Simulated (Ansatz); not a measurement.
Level: r2SCAN, no spin polarisation; 500 eV; 7×7×7 Γ-centred mesh; fermi-dirac occupations (width 0.1 eV); Ansatz 0.2.0, fixed geometry.

Computed maps in the lattice plane spanned by a (left to right, 5.96 Å, 18 points from zero) and b (bottom to top, 5.96 Å, 18 points from zero), 120° apart, at height 0.750 along c. The fields are smooth PAW ones with compensation charges, not the true ones near nuclei.

Valence density. Digits on a logarithmic scale: 0 up to 0.03 e/Å³, each further digit a factor of 1.6, 9 from 1.3 e/Å³ up:
```
655579997544445566
656899997544445566
668999996444445666
669999985444455666
579999854445666655
569998654578876555
456765556899986544
445555568999985444
445555579999974444
455555689999854444
676555689998654445
998654578876555569
998544456666555799
998544445566666999
996444445666668999
975444455666568999
754444556665557999
555456776555456776
```

The cell is Zr$_{3}$Fe$_{2}$. Which atoms lie within 0.2 Å of this plane, and where (fractions of a and b)?

Zr at (0.55, 0.50), Zr at (0.25, 0.80), Zr at (0.95, 0.20). The whole cell:
```xyz
10
Lattice="5.9603 0.0000 0.0000 -2.9801 5.1618 0.0000 0.0000 -3.4412 5.4140" Properties=species:S:1:pos:R:3 pbc="T T T"
Fe    0.0000    3.4412    0.3535
Fe    0.0000    0.0000    2.3535
Fe    2.9801   -1.7206    5.0605
Fe    2.9801    1.7206    3.0605
Zr    1.8119    0.0000    4.0605
Zr   -0.9060    1.5692    4.0605
Zr    5.0543   -1.5692    4.0605
Zr    1.1682    1.7206    1.3535
Zr    3.8861    0.1514    1.3535
Zr   -2.0742    3.2898    1.3535
```

Origin: a known structure type with other elements, at an estimated volume, so it need not be a known compound. Caveats: no spin polarisation, so a magnetic state may lie lower; atoms or cell far from equilibrium.
